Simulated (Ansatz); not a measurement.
**Ag vacancy in Ag**

All numbers below come from DFT LDA, scalar-relativistic, plane waves, PAW (Ansatz). Settings: 420 eV cutoff, 4×4×4 k-mesh, Gaussian smearing of 0.10 eV, no spin polarisation.

Host crystal, relaxed:

```
CELL_PARAMETERS angstrom
0.00000 2.00091 2.00091
2.00091 0.00000 2.00091
2.00091 2.00091 0.00000
ATOMIC_POSITIONS crystal
Ag 0.00000 0.00000 0.00000
```

Supercell of 27 atoms, rows in host cell vectors: 3 -3 0; 3 0 -3; 3 0 0. Atoms relax at the host's cell, keeping the symmetry that the supercell leaves at the site. The cell is small, so energies carry finite-size errors of tenths of an eV. The host is a metal.

Defect: Ag vacancy at (0.000, 0.000, 0.000) of the host cell.

Question: Does the neutral defect carry a moment, and how do its surroundings relax?

Answer: The neutral run had no spin polarisation, so a moment wasn't tested. The nearest neighbours before are 12 Ag at 2.83 Å; after relaxation the atoms near the site are 12 Ag at 2.80 Å; the largest move is 0.03 Å.

Cost: 2 runs of about 6.1 core-minutes in all, on Intel Xeon Processor @ 2.70GHz (shared hosts).